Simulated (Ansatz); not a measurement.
A geometry of InSe away from equilibrium: step 2 of the relaxation of a relaxed InSe cell, doubled along one cell vector, shaken by Gaussian noise of σ = 0.08 Å a coordinate. These are PBEsol (plane waves to 420 eV, PAW, scalar-relativistic; Ansatz, a first-principles code) values and carry that method's errors. Γ-centred k-mesh 4×2×6 on the run's cell (coarser than for final values), Fermi–Dirac smearing 0.05 eV.

```
CELL_PARAMETERS angstrom
      7.44674    -0.00753    -0.00578
     -7.45979    12.67494     0.04740
     -0.00318     0.01323     4.05791
ATOMIC_POSITIONS crystal
  In 0.01303 0.16145 0.40657
  In 0.01475 0.66753 0.36702
  In 0.68555 0.34120 0.01960
  In 0.67871 0.84609 0.01087
  In 0.30352 0.99750 0.65023
  In 0.31481 0.49501 0.68071
  Se 0.99854 0.34080 0.36493
  Se 0.99040 0.84534 0.29968
  Se 0.27840 0.15780 0.96536
  Se 0.32044 0.65357 0.01494
  Se 0.67271 0.98690 0.62145
  Se 0.68666 0.50264 0.68871
```

**Question.** Which atoms carry the largest force, and which way does it point?

**Answer.** 0.63 eV/Å, on In1 (atoms numbered as listed); on In1 its components are (0.54, 0.08, 0.31).

**Question.** What is the pressure?

**Answer.** 0.0 GPa, compression positive.

**Question.** How far above the relaxed end point is this geometry?

**Answer.** 0.21 eV/atom; the path ends in Pm (No. 6).

No spin polarisation in the result.

The end of the path is a generated cell of InSe: the first start was made by a random draw of sites in a space group, and the end was not matched to a known phase here, so it may be hypothetical. Known forms of InSe include space group No. 194.
